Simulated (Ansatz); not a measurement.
With plane-wave PAW PBEsol (Ansatz code), Ru in the bcc (W type) structure (Im-3m) relaxes to a = 3.018 Å.

Electronic character: metallic (no gap). Gap from PBEsol with spin–orbit coupling: none (metallic).

An equation-of-state fit gives a bulk modulus of 312 GPa. The relaxed-ion elastic constants in GPa are C11 = 48.2, C12 = 444, C44 = 188.

The start of the workflow was typed in or built on a structure type; neither database checked (COD, Materials Project) lists it. It is not the phase usual at ambient conditions (space group No. 194). Symmetry was held in the PBEsol relaxation. At this level the phase is mechanically unstable. The run is not spin-polarised. As this level gives no gap, shear constants depend on the k-mesh and smearing (Fermi–Dirac, 0.1 eV here). On the denser mesh and wider smearing of the elastic run this cell carries a stress of 0.5 GPa. Scalar-relativistic: spin–orbit coupling is off unless named, which matters more the heavier the elements.

Potentials: the later of the program's two PAW sets.
